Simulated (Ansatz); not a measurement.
Relaxed Bi₂Se₃ (Bi2Te3 type, space group R-3m):

```xyz
5
Lattice="2.0408 1.1782 9.2214 -2.0408 1.1782 9.2214 0.0000 -2.3565 9.2214" Properties=species:S:1:pos:R:3 pbc="T T T"
Bi     0.0000     0.0000    11.1170
Bi     0.0000     0.0000    16.5470
Se     0.0000     0.0000     0.0000
Se     0.0000     0.0000     5.7490
Se     0.0000     0.0000    21.9151
```

The numbers are results of PBEsol-D3(BJ) (plane waves to 420 eV, PAW, scalar-relativistic; Ansatz, a program for electronic structure), not measurements. k mesh 8×8×8 (Γ-centred), Fermi-Dirac smearing 0.05 eV. With partly filled bands, energies and forces of such displacements shift with the k mesh and the smearing. At this level the bands of Bi2Se3 touch or barely overlap; measurements give the solid a gap. Bi2Se3 was relaxed with its symmetry unable to fall. Spin-orbit coupling is left out, though Bi is heavy. The PAW data are Ansatz's earlier set.

One atom of the cell was then moved (with its periodic images), all else fixed, and the forces (eV/Å) came out as:

```
atom      Fx      Fy      Fz
----  ------  ------  ------
Bi1   -0.363  -0.413  -0.056
Bi2    0.078   0.078  -0.006
Se3    0.093   0.064  -0.034
Se4   -0.069  -0.067   0.000
Se5    0.261   0.338   0.096
```

Q: Which atom was moved, and by which vector (Å)?

A: Bi1, by (0.12, 0.12, 0.00), 0.17 Å in all.

(For displaced atoms, the force is minus the slope of the energy, and its curvature is a force constant, which sets phonon frequencies.)
